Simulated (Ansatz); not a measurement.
Al₃GaN₄: energy along a strain

Al₃GaN₄, Pm, a = 5.038 Å, b = 3.125 Å, c = 5.410 Å, β = 90.0°. The structure is a Materials Project entry; whether it is the stable form wasn't checked. Ansatz: r2SCAN, PAW, 500 eV, Γ-centred 6×8×4 mesh on 8 atoms, Gaussian smearing 0.05 eV; no spin polarisation. Cell vectors (Å): 5.038 0.000 0.000; 0.000 3.125 0.000; -0.003 0.000 5.410. The cell is strained by x per cent times the pattern (0 1 0 0 0 0) in the order xx yy zz yz xz xy (engineering shears), with fractional coordinates held. y is the free energy over the start, V0 = 10.647 Å³/atom. Points with a strain past 8.5 % were computed too (3) and aren't used here.

```tsv
x (%)	y (meV/atom)
-7.50	103.83
-5.00	?
-2.50	10.23
0.00	0.00
2.50	9.08
5.00	34.28
7.50	72.82
```

Q: Fit y = c2 x² + c3 x³ to the other rows, get the stiffness along the pattern, and predict the missing energy.

A: Least squares on the rows shown. y = 1.5686 x² − 0.036867 x³. The clamped-ion stiffness p·C·p = 2 × 15.69 eV × 160.2 / 10.647 Å³ = 472 GPa, which is C22 in these axes. At x = -5.00 the fit asked for gives 43.82 meV/atom. The run gave 43.43 meV/atom, so the fit is 0.39 meV/atom too high, 0.38 % of the span of the series, against an rms of 0.19 meV/atom on the fitted rows. With a term in x⁴ added, a fit to the same known rows predicts 43.46 meV/atom, so most of the miss is curvature that the known rows already hold.